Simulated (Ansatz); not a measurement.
## Sc: what symmetry allows forces and stress to be

```yaml
crystal:
  lattice:
    - [-3.14956, 3.14956, 2.80077]
    - [3.14956, -3.14956, 2.80077]
    - [3.14956, 3.14956, -2.80077]
  atoms:
    - { symbol: Sc, position: [0.20335, 0.38721, 0.50000] }
    - { symbol: Sc, position: [0.61279, 0.11279, 0.81614] }
    - { symbol: Sc, position: [0.29665, 0.79665, 0.18386] }
    - { symbol: Sc, position: [0.88721, 0.70335, 0.50000] }
```

Computed with DFT PBEsol, scalar-relativistic, plane waves, PAW in Ansatz.

Plane waves to 420 eV, a k mesh through Γ of 10×10×10 on the computed 4-atom cell and Gaussian smearing (0.10 eV); no spin polarisation.

This distorted cell has space group I-42m, with 8 operations.

**Question.** Without a calculation: in which directions can each atom feel a force?

**Answer.** A force must be left unchanged by every operation that keeps its atom in place, so it lies in the space that those operations leave fixed. Atoms that the group maps onto each other feel forces of one size.
```json
{"atom": "Sc1", "site symmetry": "..m", "operations at the site": "2", "equivalent to atom": "1", "allowed force (Cartesian)": "in the plane normal to (0.71, 0.71, 0.00)"}
{"atom": "Sc2", "site symmetry": "..m", "operations at the site": "2", "equivalent to atom": "1", "allowed force (Cartesian)": "in the plane normal to (0.71, -0.71, 0.00)"}
{"atom": "Sc3", "site symmetry": "..m", "operations at the site": "2", "equivalent to atom": "1", "allowed force (Cartesian)": "in the plane normal to (0.71, -0.71, 0.00)"}
{"atom": "Sc4", "site symmetry": "..m", "operations at the site": "2", "equivalent to atom": "1", "allowed force (Cartesian)": "in the plane normal to (0.71, 0.71, 0.00)"}
```

That leaves 2 independent force components of 12. A relaxation in this cell that keeps the symmetry moves the atoms in these directions alone.

**Question.** And the stress tensor?

**Answer.** It must be invariant under the point group, which leaves 2 independent components: yz, xz, xy vanish; xx = yy.

**Question.** Do the computed values obey this?

**Answer.** Yes. Forces (eV/Å):
```
Sc1 -0.636  0.636 -0.841
Sc2  0.636  0.636  0.841
Sc3 -0.636 -0.636  0.841
Sc4  0.636 -0.636 -0.841
```

Stress (GPa, compression positive, xx yy zz yz xz xy): -2.84 -2.84 -3.06 0.00 0.00 0.00. The program imposes the same operations on density, forces and stress, so this confirms the analysis and is no independent test of the calculation.

This form isn't the element's structure at ambient conditions.